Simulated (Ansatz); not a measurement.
Consider the following.

ZnS:
```cif
data_S3Zn3
_chemical_formula_sum 'Zn3 S3'
_space_group_name_H-M_alt 'P 1'
_space_group_IT_number 1
_cell_length_a 9.45110
_cell_length_b 9.45110
_cell_length_c 9.45110
_cell_angle_alpha 22.826
_cell_angle_beta 22.826
_cell_angle_gamma 22.826
loop_
_space_group_symop_operation_xyz
  'x, y, z'
loop_
_atom_site_label
_atom_site_type_symbol
_atom_site_fract_x
_atom_site_fract_y
_atom_site_fract_z
_atom_site_occupancy
Zn1 Zn 0.00000 0.00000 0.00000 1
Zn2 Zn 0.77766 0.77766 0.77766 1
Zn3 Zn 0.55540 0.55540 0.55540 1
S1 S 0.91677 0.91677 0.91677 1
S2 S 0.47219 0.47219 0.47219 1
S3 S 0.69463 0.69463 0.69463 1
```

This is the LDA-relaxed structure.

**Question.** All from the program Ansatz at the LDA level (PAW), unless another level is named. Estimate the highest zone-centre frequency (without LO–TO term).

**Answer.** 43.1 meV.

**Question.** What about the bulk modulus (Birch–Murnaghan fit)?

**Answer.** 861 kbar.

Space group R3m. The first step of the workflow began from a Materials Project structure, measured or hypothetical; the Crystallography Open Database files this formula in space group No. 160, but the cells were not matched. It is not the phase usual at ambient conditions (space group No. 186, 216). The cell was relaxed with LDA under the symmetry of its start; of distortions, only those at the zone centre were tested.

Potentials: the later of the program's two PAW sets.
